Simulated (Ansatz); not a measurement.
Phonons of a relaxed structure of La2O3 by density-functional perturbation theory (low response-accuracy setting, no LO–TO term) at Γ and zone-boundary points with q components 0 or ½ of the primitive reciprocal vectors. Method: PBE (plane waves to 420 eV, PAW, scalar-relativistic; Ansatz, an electronic-structure program). Γ-centred k-mesh 8×8×4, Fermi–Dirac smearing 0.05 eV.

```yaml
crystal:
  lattice:
    - [3.94042, 0.00000, 0.00000]
    - [-1.97021, 3.41251, 0.00000]
    - [0.00000, 0.00000, 6.18831]
  atoms:
    - { symbol: La, position: [0.33333, 0.66667, 0.24738] }
    - { symbol: La, position: [0.66667, 0.33333, 0.75262] }
    - { symbol: O, position: [0.00000, 0.00000, 0.00000] }
    - { symbol: O, position: [0.33333, 0.66667, 0.64529] }
    - { symbol: O, position: [0.66667, 0.33333, 0.35471] }
```

Space group P-3m1 (No. 164).

**Question.** Are there soft modes? Where, and how strong?

**Answer.** No instability shows at these points (nothing beyond 15i cm⁻¹, the threshold used here). Other wavevectors were not sampled, so this does not prove stability.

**Question.** Give the phonon wavenumbers.

**Answer.** 
| q | wavenumbers (cm⁻¹; i marks imaginary) |
|---|---|
| Γ | 0 (×3), 97 (×2), 165 (×2), 173, 181, 344 (×2), 379 (×2), 381, 426 |
| M (½, 0, 0) | 74, 95, 106, 109, 149, 169, 205, 207, 269, 272, 301, 340, 381, 487, 494 |
| A (0, 0, ½) | 56 (×2), 86 (×2), 97, 140, 166 (×2), 334 (×2), 378, 386 (×2), 393, 493 |
| L (½, 0, ½) | 65, 70, 104, 112, 112, 204, 204, 225, 229, 302, 302, 327, 382, 465, 514 |

No spin polarisation in the result.
